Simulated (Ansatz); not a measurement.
## Ga4As3P (ordering on zincblende): the band gap by level of theory

All numbers come from the plane-wave code Ansatz. No spin polarisation and no zero-point or thermal motion; the cell was built from a prototype and may be hypothetical.

Structure: Ga4As3P, ordered on the zincblende lattice (R3m) with 8 atoms a cell, at its r2SCAN minimum. It is trigonal, R3m (No. 160); conventional cell a = 3.970 Å, c = 38.866 Å, 22.10 Å³ an atom. Around P lie 4 Ga at 2.36–2.41 Å; around As lie 4 Ga at 2.44–2.45 Å; around Ga lie 3 P at 2.41 Å and 1 As at 2.45 Å; around Ga lie 4 As at 2.44–2.45 Å; around Ga lie 1 P at 2.36 Å and 3 As at 2.44 Å.

```cif
data_structure
_symmetry_space_group_name_H-M 'R3m:H'
_symmetry_Int_Tables_number 160
_cell_length_a 3.9699
_cell_length_b 3.9699
_cell_length_c 38.8660
_cell_angle_alpha 90.000
_cell_angle_beta 90.000
_cell_angle_gamma 120.000
_cell_volume 530.47
loop_
_atom_site_label
_atom_site_type_symbol
_atom_site_symmetry_multiplicity
_atom_site_Wyckoff_symbol
_atom_site_fract_x
_atom_site_fract_y
_atom_site_fract_z
_atom_site_occupancy
P1 P 3 a 0.66667 0.33333 0.33331 1
As1 As 3 a 0.00000 0.00000 0.25109 1
As2 As 3 a 0.33333 0.66667 0.16667 1
As3 As 3 a 0.66667 0.33333 0.08227 1
Ga1 Ga 3 a 0.00000 0.00000 0.31424 1
Ga2 Ga 3 a 0.33333 0.66667 0.22970 1
Ga3 Ga 3 a 0.66667 0.33333 0.14527 1
Ga4 Ga 3 a 0.00000 0.00000 0.06079 1
```

Band edges at fixed r2SCAN geometry:
```
 level  k mesh  gap (eV)    kind  edges  least direct gap (eV)        rough cost
   PBE   8×8×8      0.72  direct      Γ                   0.72  120 core-seconds
r2SCAN   8×8×8      1.20  direct      Γ                   1.20    3 core-minutes
 HSE06   4×4×4      1.63  direct      Γ                   1.63   19 core-minutes
  PBE0   4×4×4      2.26  direct      Γ                   2.26   19 core-minutes
```
PBE: smearing of 0.02 eV; the others have fixed occupations.
Wave cutoffs: 420 eV, 500 eV (r2SCAN).
Costs come from shared machines and give only the order; PBE's includes the band path. The runs had 4 threads of Arm Neoverse V1, on a shared host.

With HSE06 the gap is 1.63 eV and direct, at Γ. With r2SCAN, at Γ the top three valence levels group as 2+1 from the top, spread over 68 meV.

r2SCAN covers 53 % of the step from PBE to HSE06, while HSE06 needs about 6 times r2SCAN's rough cost (on a coarser mesh). All these functionals give a gap of the same kind, direct.

The runs are scalar-relativistic, without spin-orbit coupling.

The splittings at Γ are without spin-orbit coupling, which exceeds them in such compounds, regroups them and changes the shifts of the gap.
